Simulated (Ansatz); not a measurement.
WC in space group P6/mmm (No. 191; W on 3f, C on 1a, C on 2d), the program Ansatz at the PBE level (PAW), all energies at zero smearing, with the estimated change up to a 700 eV cutoff added, with one set of potentials and settings (totals compare only within such a set). Cell of 6 atoms (3 W, 3 C): -31900.447 eV.

```json
[
 {"element": "W", "reference phase": "Im-3m, 1 atoms in the cell", "E (eV/atom)": "-10384.8193"},
 {"element": "C", "reference phase": "P6_3/mmc, 4 atoms in the cell", "E (eV/atom)": "-250.9479"}
]
```

Formation energy per atom, worked out: (-31900.447 − 3×(-10384.8193) − 3×(-250.9479))/6 = 1.142 eV/atom (110 kJ per mol of atoms), at 0 K, without zero-point energy or fitted corrections.

The cell is a constructed one: a structure type filled with these elements; neither database checked (COD, Materials Project) lists it. It is not the phase usual at ambient conditions (space group No. 187). Symmetry was held in the PBE relaxation; whether a distortion lowers the energy is not shown. No spin polarisation was allowed. The references are the lowest solids computed at this level, not always the standard phases. Scalar-relativistic: spin–orbit coupling is off unless named, which matters more the heavier the elements.

Potentials: the later of the program's two PAW sets.
